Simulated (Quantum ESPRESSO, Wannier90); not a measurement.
**TlBr (rock salt): Wannier90 run**

Materials Project entry mp-568560; symmetrised, unrelaxed at this level. Not found in the COD (Crystallography Open Database) copy used, which has the formula in other groups; not checked further. Computed values, not measurements, from PBEsol: Quantum ESPRESSO (norm-conserving PseudoDojo potentials, cutoff 50 Ry, no spin polarisation, no spin-orbit coupling) on a Γ-centred 8×8×8 mesh, then Wannier90. Density: 8×8×8 mesh, cold smearing 0.01 Ry. Spin-orbit coupling is left out although heavy elements are present.

Input w.win:

```
num_bands = 15
num_wann = 8
exclude_bands = 2-6
num_iter = 0
conv_tol = 1.0e-6
conv_window = 4
dis_num_iter = 1000
dis_conv_tol = 1.0e-6
dis_froz_max = 7.23
write_hr = true
write_u_matrices = true
begin projections
Tl: s;p
Br: s;p
end projections
begin unit_cell_cart
ang
    0.0000000000    3.3420400000    3.3420400000
    3.3420400000    0.0000000000    3.3420400000
    3.3420400000    3.3420400000    0.0000000000
end unit_cell_cart
begin atoms_frac
Tl   0.0000000000  0.0000000000  0.0000000000
Br   0.5000000000  0.5000000000  0.5000000000
end atoms_frac
mp_grid = 8 8 8
begin kpoints
0.0000000000 0.0000000000 0.0000000000
0.0000000000 0.0000000000 0.1250000000
0.0000000000 0.0000000000 0.2500000000
... (509 more lines: the 8x8x8 mesh through Gamma)
end kpoints
```

On the energy scale of pw.x, whose zero is arbitrary, the valence-band maximum lies at 3.68 eV. Lines of w_hr.dat (R1 R2 R3 m n Re Im, eV) for R = 0 and one of the shortest lattice vectors, rounded to 0.01 eV, lines under 0.02 eV left out; orbitals in order: Tl1 s, Tl1 pz, Tl1 px, Tl1 py, Br2 s, Br2 pz, Br2 px, Br2 py.

```
    0    0    0    1    1    -0.04     0.00
    0    0    0    2    2     7.68     0.00
    0    0    0    3    3     7.68     0.00
    0    0    0    4    4     7.68     0.00
    0    0    0    5    5    -9.90     0.00
    0    0    0    6    6     2.31     0.00
    0    0    0    7    7     2.31     0.00
    0    0    0    8    8     2.31     0.00
   -1    0    0    1    1    -0.02     0.00
   -1    0    0    2    1     0.06     0.00
   -1    0    0    4    1     0.06     0.00
   -1    0    0    1    2    -0.06     0.00
   -1    0    0    2    2     0.15     0.00
   -1    0    0    4    2     0.22     0.00
   -1    0    0    3    3    -0.05     0.00
   -1    0    0    1    4    -0.06     0.00
   -1    0    0    2    4     0.22     0.00
   -1    0    0    4    4     0.15     0.00
   -1    0    0    1    5    -0.20     0.00
   -1    0    0    3    5    -0.40     0.00
   -1    0    0    2    6    -0.25     0.00
   -1    0    0    8    6     0.02     0.00
   -1    0    0    1    7     0.71     0.00
   -1    0    0    3    7     1.26     0.00
   -1    0    0    4    8    -0.25     0.00
   -1    0    0    6    8     0.02     0.00
```
